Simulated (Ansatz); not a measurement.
Ti (hcp (Mg type), P6_3/mmc) at seven volumes, LDA (plane waves, PAW; program Ansatz), shape and atoms relaxed at each. One row is withheld.

```json
[
 {"V (Å³/atom)": "14.652", "P (GPa)": "14.11"},
 {"V (Å³/atom)": "15.135", "P (GPa)": "8.77"},
 {"V (Å³/atom)": "15.618", "P (GPa)": "4.10"},
 {"V (Å³/atom)": "16.101", "P (GPa)": "0.01"},
 {"V (Å³/atom)": "16.584", "P (GPa)": "?"},
 {"V (Å³/atom)": "17.067", "P (GPa)": "-6.69"},
 {"V (Å³/atom)": "17.550", "P (GPa)": "-9.41"}
]
```

Question: Fit the shown pressures and predict the withheld one.

Answer: Third-order Birch–Murnaghan: P = (3/2)B₀(x^(7/2) − x^(5/2))[1 + (3/4)(B′ − 4)(x − 1)] with x = (V₀/V)^(2/3). Least squares on the six rows gives V₀ = 16.103 Å³/atom, B₀ = 127.1 GPa, B′ = 3.46. At V = 16.584, x = 0.9806 and P = -3.55 GPa. The run itself gave -3.56 GPa.

The cell was relaxed with LDA under the symmetry of its start. The run is not spin-polarised.

Potentials: the earlier of the program's two PAW sets. The files were generated under PBE; for other functionals the program regenerates the frozen cores, and for LDA and PBEsol the local potential too.
